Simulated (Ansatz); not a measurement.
PtC (zinc blende), relaxed and computed with several functionals in Ansatz (plane waves, PAW).

| functional | a (Å) | ΔH_f (eV/atom) | B₀ by P(V) fit (GPa) |
|---|---|---|---|
| r²SCAN | 4.696 | 0.89 | 233 |
| PBE | 4.718 | 0.89 | 218 |
| PBEsol | 4.669 | 0.88 | 242 |

Typed or built starts, not in the databases checked: PtC, zinc blende. All cells were relaxed under the symmetry of their starts (and spin orders); stability against distortions was not tested throughout. Rows with no word on spin ran without spin polarisation. Scalar-relativistic: spin–orbit coupling is off unless named, which matters more the heavier the elements.

Potentials: the later of the program's two PAW sets.

Ansatz (an electronic-structure program) is a plane-wave DFT program.

Formation energies count from the lowest solids of the elements computed at the same level, not from gases.
